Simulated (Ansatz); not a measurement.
BN (h-BN type, space group P6_3/mmc)

```
BN
1.0
    2.49985     0.00000     0.00000
   -1.24992     2.16493     0.00000
    0.00000     0.00000     6.41293
B N
2 2
Direct
  0.33333   0.66667   0.25000
  0.66667   0.33333   0.75000
  0.33333   0.66667   0.75000
  0.66667   0.33333   0.25000
```

The volume is varied about the relaxed value V₀ at fixed cell shape. Symmetry pins the atoms to their sites.

Method: PBEsol-D3(BJ) (plane waves to 420 eV, PAW, scalar-relativistic; Ansatz, a first-principles code). k mesh 15×15×5 (Γ-centred), Fermi-Dirac smearing 0.05 eV. Energies are smeared free energies. Compression counts positive. With the shape held, the modulus is that of even scaling; a crystal free to change shape is softer. BN was relaxed with its symmetry unable to fall. The PAW data are Ansatz's earlier set. ΔE is measured from the relaxed starting cell.

```csv
V (Å³/atom),ΔE (meV/atom)
7.809,81.3
7.983,50.3
8.156,27.3
8.330,11.8
8.503,2.9
8.677,0.0
8.850,2.7
9.024,10.4
9.197,withheld
9.371,39.2
9.544,59.6
```

**Question.** Fit a third-order Birch-Murnaghan form (E₀, V₀, B₀, B₀′ free) to the given rows and predict ΔE at V = 9.197.

**Answer.** Least squares on the 10 given rows: ΔE = E₀ + (9V₀B₀/16)·y²·[2 + (B₀′ − 4)y], y = (V₀/V)^(2/3) − 1, with V₀ = 8.677 Å³/atom, B₀ = 255.3 GPa (160.2 GPa = 1 eV/Å³; the term in eV is multiplied by 1000), B₀′ = 3.63, E₀ = 0.00 meV/atom; root-mean-square residual 0.05 meV/atom. At 9.197 the fit gives 22.7 meV/atom; the calculation gives 22.7 meV/atom, the same to the digits shown. For the pressure the fit gives -13.4 GPa against the computed -13.4 GPa.

(Under strain, the slope of the energy per volume gives the stress and its curvature an elastic modulus.)
